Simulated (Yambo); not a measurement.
## How GW settings move the gap: BaAlGeH

G0W0@PBEsol for BaAlGeH (space group P3m1, No. 156) in Yambo. Reference settings: 3×3×2 Γ-centred k mesh, 318 bands and a 8 Ry block in the screening, 318 bands in G with the Bruneval-Gonze terminator, plasmon pole fitted at 27.2 eV. The PBEsol gap A → Γ on this mesh is 1.06 eV; G0W0 gaps are taken between the same points.

| change from the reference | G0W0 gap A → Γ (eV) | shift of the valence edge (eV) | rough Yambo cost |
|---|---|---|---|
| reference settings | 1.54 | -0.58 | 1 |
| 114 bands in W, 114 bands in G | 1.53 | -0.30 | about 1/3 |
| 114 bands in G | 1.53 | -0.51 | – |
| 202 bands in G | 1.53 | -0.57 | – |
| 3 Ry block | 1.49 | -0.40 | within a factor of two |
| 7 Ry block | 1.53 | -0.56 | within a factor of two |
| pole fitted at 15 eV | 1.54 | -0.49 | – |
| no random integration | 1.52 | -0.41 | – |
| no terminator | 1.54 | -0.52 | – |

The reference isn't shown to be the converged limit. Costs are rough (shared machines), scaled to the same edge states, and given only for runs that recompute the screening. The mesh misses a band edge: along a dense path the PBEsol gap is 0.64 eV against 1.06 eV on the mesh.

The standard potential for Ge keeps a d shell in the valence without the s and p states of that shell. In tests on such compounds this moved G0W0 gaps by up to about 0.9 eV, so absolute quasiparticle energies here are unreliable; differences between settings are what counts.

Spin-orbit coupling is included.

Geometry relaxed with PBEsol; primitive cell a = 4.3302 Å, b = 4.3302 Å, c = 5.0810 Å, α = 90.00°, β = 90.00°, γ = 120.00°.

A shift is the quasiparticle energy of the state minus its PBEsol energy.
